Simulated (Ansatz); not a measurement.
The relaxed structure here is a generated cell of TiSi2: the first start was made by placing the elements on the sites of a structure type, and the end was not matched to a known phase here, so it may be hypothetical. Known forms of TiSi2 include space group No. 63, 70.

One starting cell of TiSi2 (a generated trial cell of TiSi2 in the AFLOW prototype AB2_hP12_194_f_ah (C14, as in MgZn2)) was relaxed twice with Ansatz (plane waves, PAW, scalar-relativistic): with r2SCAN at 500 eV and with PBE at 420 eV. The r2SCAN result:

```cif
data_Si8Ti4
_chemical_formula_sum 'Ti4 Si8'
_space_group_name_H-M_alt 'P 1'
_space_group_IT_number 1
_cell_length_a 4.88592
_cell_length_b 4.88592
_cell_length_c 7.82530
_cell_angle_alpha 90.000
_cell_angle_beta 90.000
_cell_angle_gamma 120.000
loop_
_space_group_symop_operation_xyz
  'x, y, z'
loop_
_atom_site_label
_atom_site_type_symbol
_atom_site_fract_x
_atom_site_fract_y
_atom_site_fract_z
_atom_site_occupancy
Ti1 Ti 0.33333 0.66667 0.05997 1
Ti2 Ti 0.66667 0.33333 0.55997 1
Ti3 Ti 0.66667 0.33333 0.94003 1
Ti4 Ti 0.33333 0.66667 0.44003 1
Si1 Si 0.00000 0.00000 0.00000 1
Si2 Si 0.00000 0.00000 0.50000 1
Si3 Si 0.82738 0.17262 0.25000 1
Si4 Si 0.65476 0.82738 0.75000 1
Si5 Si 0.82738 0.65476 0.25000 1
Si6 Si 0.17262 0.82738 0.75000 1
Si7 Si 0.34524 0.17262 0.25000 1
Si8 Si 0.17262 0.34524 0.75000 1
```

| quantity | r2SCAN | PBE |
|---|---|---|
| space group | P6₃/mmc | P6₃/mmc |
| volume (Å³/atom) | 13.48 | 13.84 |
| a (Å) | 4.886 | 4.932 |
| c (Å) | 7.825 | 7.881 |
| gap (eV, no spin-orbit coupling) | 0.00 | 0.00 |

Both levels end in the same structure; PBE's volume is 2.6 % larger. Neither column is exact.

No spin polarisation in the result.

The run could not lose the symmetry of its start: the end is stationary, and may be a saddle point rather than a minimum.

Ansatz is a first-principles code.
